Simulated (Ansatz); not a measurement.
# Ru: stationary points along a deformation path

Method: DFT r2SCAN, scalar-relativistic, plane waves, PAW (Ansatz). Settings: plane waves to 500 eV, k-mesh 24×24×12 (Γ-centred), Gaussian smearing 0.15 eV. No spin polarisation. Energies are free energies at this smearing, counted from the undisturbed cell; pressure is positive in compression.

The undisturbed cell (as given, not relaxed at this level; it stands at -2.0 GPa):

```
Ru
1.0
     2.70580    0.00000    0.00000
    -1.35290    2.34329    0.00000
     0.00000    0.00000    4.28190
Ru
2
Direct
  0.33333 0.66667 0.25000
  0.66667 0.33333 0.75000
```

At fixed volume and fractional coordinates, lengths along (0.000, 0.000, 1.000) are scaled against those across it; ρ is that ratio over its starting value. V = 13.575 Å³/atom. Δσ is the stress along the axis less the mean stress across it (compression positive).

| ρ | ΔE (meV/atom) | Δσ (GPa) | space group |
| --- | --- | --- | --- |
| 0.800 | 506.1 | 67.11 | P6_3/mmc |
| 0.850 | 289.9 | 58.16 | P6_3/mmc |
| 0.920 | 78.4 | 34.31 | P6_3/mmc |
| 0.960 | 16.7 | 16.53 | P6_3/mmc |
| 1.000 | 0.0 | -2.14 | P6_3/mmc |
| 1.050 | 37.1 | -24.78 | P6_3/mmc |
| 1.100 | 131.0 | -46.77 | P6_3/mmc |
| 1.200 | 445.4 | -76.84 | P6_3/mmc |
| 1.300 | 831.0 | -94.52 | P6_3/mmc |

How does the stress give the slope of the energy, and where is the energy stationary?

Along the path d ln(length) is 2/3 d ln ρ on the axis and −1/3 d ln ρ across it, so dE/d ln ρ = −(2/3) V Δσ: the energy falls with ρ where Δσ is positive. Δσ vanishes or changes sign between ρ = 0.960 and 1.000, a minimum (near 1.00 by linear interpolation). Pairs of stationary points between two samples would go unseen, and could change a minimum read from distant neighbours into a maximum.

Integrate that slope from ρ = 1 to 1.200 by the trapezoid rule.

With V/N in Å³ and 1 eV/Å³ = 160.2 GPa the slopes at ρ = 1.000, 1.050, 1.100, 1.200 are 121, 1400, 2642, 4340 meV/atom per unit of ln ρ. The steps add 37.1 + 94.0 + 303.8 = 434.9 meV/atom, against 445.4 from the energies; the trapezoid rule misses the curvature of the slope within each step.

In a metal these slopes depend on the k mesh and the smearing.